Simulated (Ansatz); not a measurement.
TlCl (CsCl type, Pm-3m), a = 3.917 Å, b = 3.917 Å, c = 3.917 Å, α = 90.00°, β = 90.00°, γ = 90.00°.

Relaxed with PBE+D3(BJ).

### Question
Give the optical modes at the zone centre with their infrared and Raman activity from DFPT, PBE+D3(BJ) in the plane-wave PAW code Ansatz.

### Answer
Transverse frequencies, without the LO–TO term; a row sums one degenerate level.

```
ω (cm⁻¹)  degeneracy  IR ((D/Å)²/amu)  Raman (Å⁴/amu)  activity  symmetry
--------  ----------  ---------------  --------------  --------  --------
7                  3             8.90               0        IR       T1u
```

### Question
How high does the top mode go among those that the LO–TO term moves?

### Answer
145 cm⁻¹ for q along x.

The cell was relaxed with PBE+D3(BJ) under the symmetry of its start; phonons on a q-mesh show weakly imaginary modes. Scalar-relativistic: spin–orbit coupling is off unless named, which matters more the heavier the elements.

Potentials: the later of the program's two PAW sets.
